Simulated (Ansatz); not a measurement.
Cl (space group Cmce) relaxed with several functionals in Ansatz (plane waves to 420 eV, scalar-relativistic PAW, no spin-orbit coupling, symmetry kept). The database cell has 29.05 Å³/atom; its temperature or method isn't stated, so the comparison with it is no error of the functional. No moments.

```csv
functional,conventional cell,V (Å³/atom),against the database cell (%),gap on mesh (eV),largest moment (μB)
PBE+D3(BJ),"a = 6.584 Å, b = 4.069 Å, c = 8.099 Å, α = 90.00°, β = 90.00°, γ = 90.00°",27.12,-6.6,2.19,0.00
PBEsol,"a = 6.939 Å, b = 3.882 Å, c = 7.999 Å, α = 90.00°, β = 90.00°, γ = 90.00°",26.93,-7.3,2.02,0.00
PBE,"a = 7.938 Å, b = 4.306 Å, c = 8.327 Å, α = 90.00°, β = 90.00°, γ = 90.00°",35.58,22.5,2.31,0.00
```